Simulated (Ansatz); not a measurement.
A geometry of Te₃As₂ away from equilibrium: step 3 of the relaxation of a generated trial cell of Te3As2 in the corundum structure type. All values below come from r2SCAN (plane waves to 500 eV, PAW, scalar-relativistic; Ansatz, a first-principles code). Γ-centred k-mesh 6×6×6 on the run's cell, Fermi–Dirac smearing 0.05 eV. The plane waves were selected for a different cell earlier on the path.

```yaml
crystal:
  lattice:
    - [3.58725, 2.07110, 6.69430]
    - [-3.58725, 2.07110, 6.69430]
    - [0.00000, -4.14219, 6.69430]
  atoms:
    - { symbol: As, position: [0.34221, 0.34221, 0.34221] }
    - { symbol: As, position: [0.15779, 0.15779, 0.15779] }
    - { symbol: As, position: [0.65779, 0.65779, 0.65779] }
    - { symbol: As, position: [0.84221, 0.84221, 0.84221] }
    - { symbol: Te, position: [0.57457, 0.92543, 0.25000] }
    - { symbol: Te, position: [0.25000, 0.57457, 0.92543] }
    - { symbol: Te, position: [0.92543, 0.25000, 0.57457] }
    - { symbol: Te, position: [0.42543, 0.07457, 0.75000] }
    - { symbol: Te, position: [0.75000, 0.42543, 0.07457] }
    - { symbol: Te, position: [0.07457, 0.75000, 0.42543] }
```

Task: What forces act on the atoms (eV/Å)?

Result: 
```csv
atom,Fx,Fy,Fz
As1,0.00,0.00,-0.14
As2,0.00,0.00,0.14
As3,0.00,0.00,0.14
As4,0.00,0.00,-0.14
Te5,-0.38,0.00,0.00
Te6,0.19,-0.33,0.00
Te7,0.19,0.33,0.00
Te8,0.38,0.00,0.00
Te9,-0.19,0.33,0.00
Te10,-0.19,-0.33,0.00
```

The path ends in R-3c (No. 167) (anti-corundum type). No spin polarisation in the result.

The run could not lose the symmetry of its start: the end is stationary, and may be a saddle point rather than a minimum.

The end of the path is a generated cell of Te3As2: the first start was made by placing the elements on the sites of a structure type, and the end was not matched to a known phase here, so it may be hypothetical.
